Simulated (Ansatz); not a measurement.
SiSnGeC:
```yaml
crystal:
  lattice:
    - [3.27409, 0.00000, 0.00000]
    - [0.00000, 3.94423, 0.00000]
    - [0.00000, 0.00000, 5.56067]
  atoms:
    - { symbol: C, position: [0.00000, 0.00000, 0.97547] }
    - { symbol: Si, position: [0.50000, 0.00000, 0.15328] }
    - { symbol: Ge, position: [0.50000, 0.50000, 0.39613] }
    - { symbol: Sn, position: [0.00000, 0.50000, 0.77542] }
```

Relaxed with r²SCAN.

### Question
Tabulate the valence density and the electron localisation function along the shortest C–Sn contact (2.26 Å), DFT-r²SCAN in the program Ansatz with PAW potentials.

### Answer


```tsv
distance from C (Å)	density (e/Å³)	ELF
0.23	1.53	0.11
0.34	1.56	0.34
0.45	1.45	0.61
0.57	1.23	0.76
0.68	0.99	0.82
0.79	0.79	0.82
0.91	0.65	0.76
1.02	0.57	0.63
1.13	0.54	0.46
1.25	0.57	0.33
1.36	0.77	0.27
1.47	1.36	0.21
1.58	2.53	0.14
1.70	4.29	0.07
1.81	6.46	0.02
1.92	8.76	0.00
2.04	10.84	0.00
```

The density is the valence pseudo-density with augmentation charge, so density and ELF within about 1 Å of a nucleus are not all-electron values.

Space group Pmm2. The start of the workflow was typed in or built on a structure type; neither database checked (COD, Materials Project) lists it. Its standing as an ambient phase is unchecked. The cell keeps a stress of up to 0.2 GPa. Symmetry was held in the r²SCAN relaxation; whether a distortion lowers the energy is not shown. Its formation energy is positive at this level, so the cell may be metastable or incomplete. Scalar-relativistic: spin–orbit coupling is off unless named, which matters more the heavier the elements.

Potentials: the earlier of the program's two PAW sets.
